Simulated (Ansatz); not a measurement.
With PBEsol in the plane-wave PAW code Ansatz, MoPt in the CsCl type structure (Pm-3m) relaxes to a = 3.140 Å. Against the elements it lies at 0.24 eV/atom, with no fitted shifts.

Electronic character: metallic (no gap). Gap from PBEsol with spin–orbit coupling: none (metallic).

The bulk modulus is 272 GPa. The relaxed-ion elastic constants in GPa are C11 = 75.7, C12 = 370, C44 = 114. The highest mode at Γ lies at 25 cm⁻¹.

The start of the workflow was typed in or built on a structure type; neither database checked (COD, Materials Project) lists it. Whether it is the stable phase at ambient conditions was not checked. The PBEsol relaxation kept the symmetry of its start. At this level the phase is mechanically unstable. The run is not spin-polarised. Its formation energy is positive at this level, so the cell may be metastable or incomplete. As this level gives no gap, shear constants depend on the k-mesh and smearing (Fermi–Dirac, 0.1 eV here). As this level gives no gap, phonon frequencies hold no LO–TO term and depend on the k-mesh and smearing (Fermi–Dirac, 0.1 eV here). The references are the lowest solids computed at this level, not always the standard phases. Spin–orbit coupling is left out wherever it is not named.

Potentials: the later of the program's two PAW sets.
